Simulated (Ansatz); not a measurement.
One stationary structure of BaZrS3. Space group Pnma (No. 62), AFLOW prototype AB3C_oP20_62_c_cd_a (as in CaTiO3). These are PBEsol (plane waves to 420 eV, PAW, scalar-relativistic; Ansatz, a quantum-chemistry and plane-wave program) values and carry that method's errors.

Space group Pnma (No. 62); a = 7.075 Å, b = 9.908 Å, c = 6.923 Å, α = β = γ = 90.00°

```json
[
 {"atom": "Ba", "site": "4c", "symmetry": ".m.", "x": "0.0544", "y": "0.7500", "z": "0.4876"},
 {"atom": "Zr", "site": "4a", "symmetry": "-1", "x": "0.0000", "y": "0.0000", "z": "0.0000"},
 {"atom": "S", "site": "4c", "symmetry": ".m.", "x": "0.0058", "y": "0.2500", "z": "0.0656"},
 {"atom": "S", "site": "8d", "symmetry": "1", "x": "0.2081", "y": "0.0344", "z": "0.7076"}
]
```

For BaZrS3, the volume per atom is 24.27 Å³ and the band gap is 0.92 eV, direct at Γ (no spin-orbit coupling). The shortest distances is S–Zr 2.52 Å; Ba–S 3.12 Å; S–S 3.55 Å and the k-mesh is 4×3×4.

Band energies at high-symmetry points (eV from the VBM; labels of this space group; no spin-orbit coupling), from −5 eV up to 4.2 eV:

```tsv
point	energies
Γ	-4.46 -4.06 -3.82 -3.71 -3.35 -3.35 -3.29 -3.04 -3.03 -3.00 -2.68 -2.49 -2.48 -2.44 -2.36 -2.27 -2.26 -2.04 -1.98 -1.94 -1.77 -1.63 -1.26 -1.26 -0.96 -0.91 -0.88 -0.50 -0.45 -0.44 -0.32 -0.32 -0.21 -0.03 -0.01 0.00 0.92 1.03 1.11 1.24 2.45 2.50 2.84 2.95 2.99 3.10 3.36 3.69 3.96 4.04 4.20
X	-3.92 -3.92 -3.40 -3.40 -3.15 -3.15 -3.00 -3.00 -2.92 -2.92 -2.78 -2.78 -2.72 -2.72 -2.50 -2.50 -2.44 -2.44 -2.28 -2.28 -1.77 -1.77 -1.37 -1.37 -1.08 -1.08 -0.90 -0.90 -0.74 -0.74 -0.59 -0.59 -0.59 -0.59 -0.23 -0.23 2.01 2.01 2.14 2.14 2.45 2.45 2.71 2.71 2.80 2.80 3.24 3.24 4.03 4.03
S	-3.53 -3.53 -3.53 -3.53 -2.91 -2.91 -2.91 -2.91 -2.81 -2.81 -2.81 -2.81 -2.48 -2.48 -2.48 -2.48 -2.42 -2.42 -2.42 -2.42 -2.30 -2.30 -2.30 -2.30 -0.74 -0.74 -0.74 -0.74 -0.67 -0.67 -0.67 -0.67 -0.35 -0.35 -0.35 -0.35 2.38 2.38 2.38 2.38 2.49 2.49 2.49 2.49 2.63 2.63 2.63 2.63
Y	-4.14 -4.14 -3.38 -3.38 -3.32 -3.32 -3.21 -3.21 -2.83 -2.83 -2.77 -2.77 -2.75 -2.75 -2.47 -2.47 -2.43 -2.43 -1.63 -1.63 -1.56 -1.56 -1.31 -1.31 -1.24 -1.24 -0.58 -0.58 -0.57 -0.57 -0.31 -0.31 -0.29 -0.29 -0.26 -0.26 1.14 1.14 2.02 2.02 2.13 2.13 2.63 2.63 3.21 3.21 3.30 3.30 3.99 3.99 4.13 4.13
Z	-3.97 -3.97 -3.47 -3.47 -3.21 -3.21 -3.00 -3.00 -2.95 -2.95 -2.69 -2.69 -2.65 -2.65 -2.52 -2.52 -2.51 -2.51 -2.13 -2.13 -1.80 -1.80 -1.45 -1.45 -1.08 -1.08 -0.88 -0.88 -0.65 -0.65 -0.63 -0.63 -0.52 -0.52 -0.33 -0.33 2.06 2.06 2.15 2.15 2.31 2.31 2.56 2.56 2.89 2.89 3.28 3.28 4.13 4.13
U	-4.12 -4.12 -3.79 -3.79 -3.66 -3.66 -3.37 -3.37 -2.53 -2.53 -2.51 -2.51 -2.26 -2.26 -2.16 -2.16 -2.11 -2.11 -1.85 -1.85 -1.80 -1.80 -1.73 -1.73 -1.60 -1.60 -1.31 -1.31 -1.02 -1.02 -0.45 -0.45 -0.37 -0.37 -0.10 -0.10 1.04 1.04 2.48 2.48 2.52 2.52 2.89 2.89 3.19 3.19 3.39 3.39 4.14 4.14
R	-3.83 -3.83 -3.83 -3.83 -3.19 -3.19 -3.19 -3.19 -2.95 -2.95 -2.95 -2.95 -2.40 -2.40 -2.40 -2.40 -2.02 -2.02 -2.02 -2.02 -1.68 -1.68 -1.68 -1.68 -1.18 -1.18 -1.18 -1.18 -0.96 -0.96 -0.96 -0.96 -0.40 -0.40 -0.40 -0.40 2.15 2.15 2.15 2.15 2.57 2.57 2.57 2.57 3.14 3.14 3.14 3.14
T	-3.64 -3.64 -3.61 -3.61 -2.97 -2.97 -2.82 -2.82 -2.80 -2.80 -2.76 -2.76 -2.60 -2.60 -2.53 -2.53 -2.38 -2.38 -2.34 -2.34 -2.30 -2.30 -2.25 -2.25 -0.95 -0.95 -0.70 -0.70 -0.62 -0.62 -0.49 -0.49 -0.42 -0.42 -0.32 -0.32 2.30 2.30 2.32 2.32 2.37 2.37 2.54 2.54 2.59 2.59 2.70 2.70
```

No spin polarisation in the result.

The run could not lose the symmetry of its start.

The first start was generated by placing the elements on the sites of a structure type. Materials Project lists a structure of BaZrS3 in the same space group, Pnma (No. 62); the sites were not compared with it, nor with measured phases.
